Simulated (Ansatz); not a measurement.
Infrared lines of transverse zone-centre modes from the program Ansatz at the PBE level (PAW):

ω (cm⁻¹): 143 (m), 218 (vw), 237 (m), 252 (m), 253 (m), 296 (m), 324 (w), 335 (vw), 408 (vw), 558 (vs), 614 (s), 649 (w)

**Question.** Which compound is it?
A. LiNbO3, R3c (Li on 6a, Nb on 6a, O on 18b)
B. LiH, rock salt
C. LiCl, rock salt
D. KTaO3, cubic perovskite

**Answer.** A, LiNbO3, R3c (Li on 6a, Nb on 6a, O on 18b)

Symmetry was held in the PBE relaxation. No spin polarisation was allowed.

Potentials: the later of the program's two PAW sets.
